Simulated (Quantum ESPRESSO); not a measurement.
## Kohn-Sham bands of Cu₃Sn (Fm-3m)

```yaml
crystal:
  lattice:
    - [0.00000, 3.08303, 3.08303]
    - [3.08303, 0.00000, 3.08303]
    - [3.08303, 3.08303, 0.00000]
  atoms:
    - { symbol: Cu, position: [0.50000, 0.50000, 0.50000] }
    - { symbol: Cu, position: [0.75000, 0.75000, 0.75000] }
    - { symbol: Cu, position: [0.25000, 0.25000, 0.25000] }
    - { symbol: Sn, position: [0.00000, 0.00000, 0.00000] }
```

Structure: Materials Project mp-838, symmetrised, not relaxed again. Not found in the COD (Crystallography Open Database) copy used, which has the formula in other groups; not checked further. Computed values, not measurements, from LDA: Quantum ESPRESSO (norm-conserving PseudoDojo potentials, cutoff 74 Ry, no spin polarisation, no spin-orbit coupling) on a Γ-centred 6×6×6 mesh, then Wannier90. Density: 12×12×12 mesh, cold smearing 0.01 Ry. Spin-orbit coupling is left out although heavy elements are present.

Energies are relative to the Fermi level; weights are on the orthonormalised atomic waves of the pseudopotential files, averaged over the group. 71 electrons a cell are treated as valence.

```
bands  from (eV)  to (eV)  filling  weight on atomic waves
-----  ---------  -------  -------  ----------------------
1–2      -112.44  -112.43   filled                     ___
3        -112.02  -112.02   filled                     ___
4–9       -70.26   -70.25   filled                     ___
10–12     -69.84   -69.84   filled                     ___
13–17     -21.65   -21.57   filled                     ___
18        -11.34    -8.48   filled                     ___
```

Q: Which atomic shells make up each group?

A: 
- 1–2, weight on atomic waves: Cu 3s 99 %
- 3, weight on atomic waves: Cu 3s 99 %
- 4–9, weight on atomic waves: Cu 3p 100 %
- 10–12, weight on atomic waves: Cu 3p 100 %
- 13–17, weight on atomic waves: Sn 4d 100 %
- 18, weight on atomic waves: Sn 5s 55 %, Cu 4s 33 %, Cu 3d 7 %

No gap over 0.05 eV opens at the Fermi level at this level of theory.
